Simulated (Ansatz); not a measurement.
Cs$_{2}$LiMoF$_{6}$:
```xyz
10
Lattice="0.0000 4.3210 4.3210 4.3210 0.0000 4.3210 4.3210 4.3210 0.0000" Properties=species:S:1:pos:R:3 pbc="T T T"
Cs     2.1605     2.1605     2.1605
Cs     6.4815     6.4815     6.4815
Li     4.3210     4.3210     4.3210
Mo     0.0000     0.0000     0.0000
F      4.3210     4.3210     2.0783
F      4.3210     4.3210     6.5637
F      2.0783     4.3210     4.3210
F      6.5637     4.3210     4.3210
F      4.3210     2.0783     4.3210
F      4.3210     6.5637     4.3210
```
The run is spin-polarised; directions of the spins, atom by atom: 0 0 0 ↑ 0 0 0 0 0 0.

Relaxed with r²SCAN.

Question: Which orbitals make up the states near the band edges in plane-wave PAW r²SCAN (Ansatz code)?

Answer: Top 1 eV of the valence band: Mo 4d 77 %, F 2p 20 %. Bottom 1 eV of the conduction band: Mo 4d 81 %, F 2p 13 %. Projections are on Löwdin-orthogonalised atomic valence shells; empty p or d shells of many metals are not among them.

Question: Tabulate the density of states.

Answer: States/eV per cell of 10 atoms, in 0.25 eV bins, energy from the valence-band maximum.

| E (eV) | total | F 2p | Mo 4d | Cs 5p |
|---|---|---|---|---|
| -7.89 | 14.70 | 2.04 | 0.16 | 12.24 |
| -7.64 | 10.83 | 0.92 | 0.12 | 9.58 |
| -7.39 | 1.26 | 0.06 | 0.01 | 1.19 |
| -7.14 | 0.00 | 0.00 | 0.00 | 0.00 |
| -6.89 | 0.06 | 0.05 | 0.01 | 0.00 |
| -6.64 | 6.21 | 5.00 | 0.67 | 0.12 |
| -6.39 | 13.17 | 10.87 | 1.57 | 0.17 |
| -6.14 | 4.92 | 4.19 | 0.44 | 0.06 |
| -5.89 | 3.06 | 2.36 | 0.45 | 0.16 |
| -5.64 | 10.55 | 9.17 | 0.63 | 0.46 |
| -5.39 | 16.49 | 14.12 | 0.91 | 1.12 |
| -5.14 | 13.69 | 11.92 | 0.57 | 0.95 |
| -4.89 | 12.13 | 10.93 | 0.29 | 0.67 |
| -4.64 | 23.69 | 22.19 | 0.12 | 1.08 |
| -4.39 | 26.94 | 24.94 | 0.09 | 1.69 |
| -4.14 | 13.09 | 11.93 | 0.02 | 1.06 |
| -3.89 | 0.00 | 0.00 | 0.00 | 0.00 |
| -3.64 | 0.00 | 0.00 | 0.00 | 0.00 |
| -3.39 | 0.00 | 0.00 | 0.00 | 0.00 |
| -3.14 | 0.00 | 0.00 | 0.00 | 0.00 |
| -2.89 | 0.00 | 0.00 | 0.00 | 0.00 |
| -2.64 | 0.00 | 0.00 | 0.00 | 0.00 |
| -2.39 | 0.00 | 0.00 | 0.00 | 0.00 |
| -2.14 | 0.00 | 0.00 | 0.00 | 0.00 |
| -1.89 | 0.00 | 0.00 | 0.00 | 0.00 |
| -1.64 | 0.00 | 0.00 | 0.00 | 0.00 |
| -1.39 | 0.00 | 0.00 | 0.00 | 0.00 |
| -1.14 | 0.00 | 0.00 | 0.00 | 0.00 |
| -0.89 | 0.00 | 0.00 | 0.00 | 0.00 |
| -0.64 | 0.00 | 0.00 | 0.00 | 0.00 |
| -0.39 | 0.00 | 0.00 | 0.00 | 0.00 |
| -0.14 | 11.22 | 2.27 | 8.67 | 0.01 |
| 0.11 | 0.79 | 0.17 | 0.61 | 0.00 |
| 0.36 | 0.00 | 0.00 | 0.00 | 0.00 |
| 0.61 | 0.00 | 0.00 | 0.00 | 0.00 |
| 0.86 | 0.00 | 0.00 | 0.00 | 0.00 |
| 1.11 | 0.00 | 0.00 | 0.00 | 0.00 |
| 1.36 | 0.00 | 0.00 | 0.00 | 0.00 |
| 1.61 | 0.00 | 0.00 | 0.00 | 0.00 |
| 1.86 | 0.00 | 0.00 | 0.00 | 0.00 |
| 2.11 | 0.00 | 0.00 | 0.00 | 0.00 |
| 2.36 | 0.00 | 0.00 | 0.00 | 0.00 |
| 2.61 | 0.00 | 0.00 | 0.00 | 0.00 |
| 2.86 | 0.00 | 0.00 | 0.00 | 0.00 |
| 3.11 | 12.00 | 1.28 | 10.43 | 0.02 |
| 3.36 | 0.00 | 0.00 | 0.00 | 0.00 |
| 3.61 | 2.06 | 0.30 | 1.47 | 0.01 |
| 3.86 | 4.87 | 0.90 | 3.55 | 0.01 |
| 4.11 | 1.07 | 0.22 | 0.78 | 0.00 |
| 4.36 | 0.17 | 0.02 | 0.12 | 0.00 |
| 4.61 | 2.86 | 0.33 | 1.99 | 0.02 |
| 4.86 | 4.48 | 0.66 | 3.15 | 0.01 |
| 5.11 | 1.11 | 0.14 | 0.57 | 0.01 |
| 5.36 | 0.52 | 0.02 | 0.00 | 0.01 |
| 5.61 | 0.84 | 0.03 | 0.00 | 0.02 |
| 5.86 | 1.86 | 0.06 | 0.03 | 0.03 |
| 6.11 | 3.43 | 0.10 | 0.02 | 0.04 |
| 6.36 | 5.79 | 0.18 | 0.03 | 0.04 |
| 6.61 | 7.85 | 0.24 | 0.06 | 0.06 |
| 6.86 | 7.21 | 0.22 | 0.08 | 0.05 |
| 7.11 | 7.35 | 0.17 | 0.07 | 0.03 |
| 7.36 | 4.66 | 0.11 | 0.04 | 0.02 |
| 7.61 | 3.97 | 0.12 | 0.05 | 0.03 |
| 7.86 | 4.47 | 0.08 | 0.03 | 0.02 |

Space group Fm-3m. The workflow started from a Materials Project entry (that database holds measured and hypothetical structures alike); the Crystallography Open Database copy checked does not list it. Whether it is the stable phase at ambient conditions was not checked. The r²SCAN relaxation kept the symmetry of its start; its stability against distortions is not shown here. Magnetic state: ferromagnetic, chosen from 3 collinear starts compared on coarse meshes (ties went to the first, and starts can fall back to one state), not a proven ground state. Other orbital occupations within this spin state were not tried. No Hubbard U is applied. Spin–orbit coupling is left out wherever it is not named.

Potentials: the later of the program's two PAW sets.
